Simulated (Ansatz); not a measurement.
Data:

Starting cell, ZnS (zinc blende):

```yaml
crystal:
  lattice:
    - [0.00000, 2.72172, 2.72172]
    - [2.72172, 0.00000, 2.72172]
    - [2.72172, 2.72172, 0.00000]
  atoms:
    - { symbol: S, position: [0.75000, 0.75000, 0.75000] }
    - { symbol: Zn, position: [0.00000, 0.00000, 0.00000] }
```

Scan: atom 2 (Zn, nearest neighbour S at 2.357 Å; its periodic images, 3.8 Å or more away, move with it) is displaced along Cartesian [110], direction (0.707, 0.707, 0.000) in Cartesian axes, by s. The other atoms stay.

Computed with PBE (plane waves to 420 eV, PAW, scalar-relativistic; Ansatz, a first-principles code). k mesh 8×8×8 (Γ-centred), Fermi-Dirac smearing 0.05 eV. E stands for the smeared free energy. ZnS was relaxed with its symmetry unable to fall. The zero of ΔE is the undisplaced structure.

The scan covers s from -0.710 to 0.710 Å in 11 points.

Task: Is this a single well or a double well?

Result: A single well with its minimum at or next to zero displacement.

Task: Is the energy the same for equal positive and negative displacements?

Result: Even: the same for both signs. With its periodic images moving along, the atom's site symmetry in this cell is -43m.

Task: What force acts on the atom along the line at s = -0.710 Å?

Result: 6.77 eV/Å.

Task: What is the energy change at s = 0.710 Å?

Result: 1898 meV/cell.

Task: What is the force constant k = d²E/ds² of this move at s = 0?

Result: 5.35 eV/Å².

(A displaced cell: forces are minus the slopes of the energy, force constants its curvatures, and phonons follow from these.)
